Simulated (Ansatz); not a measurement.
**YSi$_{2}$: reading a single point**

```
Si Y
1.0
     3.84570    0.00000    0.00000
    -1.92285    3.33048    0.00000
     0.00000    0.00000    4.13537
Si Y
2 1
Direct
  0.33330 0.66670 0.50000
  0.66660 0.33330 0.50000
  0.00000 0.00000 0.00000
```

Level: m-r2SCAN, no spin polarisation; 500 eV; 10×10×8 Γ-centred mesh; fermi-dirac occupations (width 0.1 eV); Ansatz 0.2.0, fixed geometry.

Forces: The forces vanish by the symmetry of the sites.
Stress: The pressure is 11.0 GPa (compression positive), so with the atoms held at these fractions the cell would first expand. The principal stresses 1.1, 15.9, 15.9 GPa differ, so its shape would change too.
Charges: Bader charges in e: Y +1.57, Si -0.78. In the mean Y gives up most and Si takes most.
Electronic structure: It is a metal, with about 1.7 states/eV a cell as the mean within 0.25 eV of the Fermi level, mostly Si p (39 %), Y d (38 %) and Si s (13 %).

Origin: a database entry at a rescaled volume. Caveats: atoms or cell far from equilibrium; m-r2SCAN is r2SCAN with a changed spin dependence that lowers moments.
